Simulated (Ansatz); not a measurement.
Values for one crystal, relaxed and computed with DFT-r²SCAN in the program Ansatz with PAW potentials; other levels are named.

```yaml
volume_per_atom: 20.39 Å³
electronic_character: metallic (no gap)
Formation energy from the elements (no fitted shifts): -0.49 eV/atom
Density of states at the Fermi level: 0.20 states/eV per atom (mean over ±0.08 eV)
```

Problem. Which of these materials gives this?
(A) La2Zn3Ge6, Cmcm (Pearson symbol oS44)
(B) GeW, CsCl type
(C) LaI2, MoSi2 or CaC2 type
(D) LaI, NiAs type

Solution. A, La2Zn3Ge6, Cmcm (Pearson symbol oS44)

The workflow started from a Materials Project entry (that database holds measured and hypothetical structures alike); the Crystallography Open Database files this formula in space group No. 63, but the cells were not matched. Whether it is the stable phase at ambient conditions was not checked. The r²SCAN relaxation kept the symmetry of its start; its stability against distortions is not shown here. The references are the lowest solids computed at this level, not always the standard phases. Spin–orbit coupling is left out wherever it is not named.

Potentials: the later of the program's two PAW sets.
